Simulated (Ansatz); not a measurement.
The relaxed structure here is a generated cell of ZnInGaO4: the first start was made by a random draw of sites in a space group, and the end was not matched to a known phase here, so it may be hypothetical. Known forms of ZnInGaO4 include space group No. 160.

The end point of a relaxation of ZnInGaO4. Level of theory: PBE (plane waves to 420 eV, PAW, scalar-relativistic; Ansatz, a quantum-chemistry and plane-wave program).

```
CELL_PARAMETERS angstrom
      4.32645     0.00000     0.00000
      0.00000     4.32645     0.00000
      0.00000     0.00000     5.35627
ATOMIC_POSITIONS crystal
  Ga 0.50000 0.50000 0.00000
  In 0.00000 0.00000 0.00000
  O  0.73665 0.73665 0.76350
  O  0.26335 0.26335 0.76350
  O  0.73665 0.26335 0.23650
  O  0.26335 0.73665 0.23650
  Zn 0.00000 0.00000 0.50000
```

**Question.** Determine the symmetry and give the standard cell with its independent sites.

**Answer.** Space group P-42m (No. 111); a = 4.3265 Å, b = 4.3265 Å, c = 5.3563 Å, α = 90.00°, β = 90.00°, γ = 90.00°

| atom | site | symmetry | x | y | z |
|---|---|---|---|---|---|
| Ga | 1d | -42m | 0.5000 | 0.5000 | 0.0000 |
| In | 1a | -42m | 0.0000 | 0.0000 | 0.0000 |
| O | 4n | ..m | 0.2634 | 0.2634 | 0.7635 |
| Zn | 1c | -42m | 0.0000 | 0.0000 | 0.5000 |

**Question.** Give the shortest distances between elements (the closest pairs, up to four, under 3.6 Å).

**Answer.** Ga–O 1.92 Å; In–O 2.05 Å; O–Zn 2.14 Å; In–Zn 2.68 Å.

The volume per atom comes out as 14.32 Å³. The band gap is 0.17 eV, indirect (valence top at M, conduction bottom at Γ) (no spin-orbit coupling). The smallest direct gap comes out as 0.38 eV at Γ.

No spin polarisation in the result.

The run could not lose the symmetry of its start, so the end can be a saddle point.
